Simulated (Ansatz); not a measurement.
Starting cell, HfN (rock salt):

```
HfN
1.0
    0.00000     2.27394     2.27394
    2.27394     0.00000     2.27394
    2.27394     2.27394     0.00000
N Hf
1 1
Cartesian
  0.00000   0.00000   0.00000
  2.27394   2.27394   2.27394
```

In this cell atom 2 (Hf, nearest neighbour N at 2.274 Å; its periodic images, 3.2 Å or more away, move with it) is moved by u·(1.000, 0.000, 0.000) + v·(0.000, 1.000, 0.000); the rest is frozen.

Method: PBE (plane waves to 420 eV, PAW, scalar-relativistic; Ansatz, a quantum-chemistry and plane-wave program). k mesh 14×14×14 (Γ-centred), Fermi-Dirac smearing 0.05 eV. The energy includes the smearing's −TS. With partly filled bands, energies and forces of such displacements shift with the k mesh and the smearing. HfN is run without spin polarisation. HfN was relaxed with its symmetry unable to fall. Spin-orbit coupling is left out, though Hf is heavy. The zero of ΔE is the undisplaced structure. Axes are in Å.

Task: Predict the ΔE (eV/cell) at all points of the grid u = -0.340, -0.170, 0.000, 0.170, 0.340 by v = -0.340, -0.170, 0.000, 0.170, 0.340.

Result: ΔE (eV/cell), with u across and v down:

```tsv
v \ u	-0.340	-0.170	0.000	0.170	0.340
-0.340	1.235	0.821	0.694	0.821	1.235
-0.170	0.821	0.311	0.160	0.311	0.821
0.000	0.694	0.160	0.000	0.160	0.694
0.170	0.821	0.311	0.160	0.311	0.821
0.340	1.235	0.821	0.694	0.821	1.235
```

(For displaced atoms, the force is minus the slope of the energy, and its curvature is a force constant, which sets phonon frequencies.)
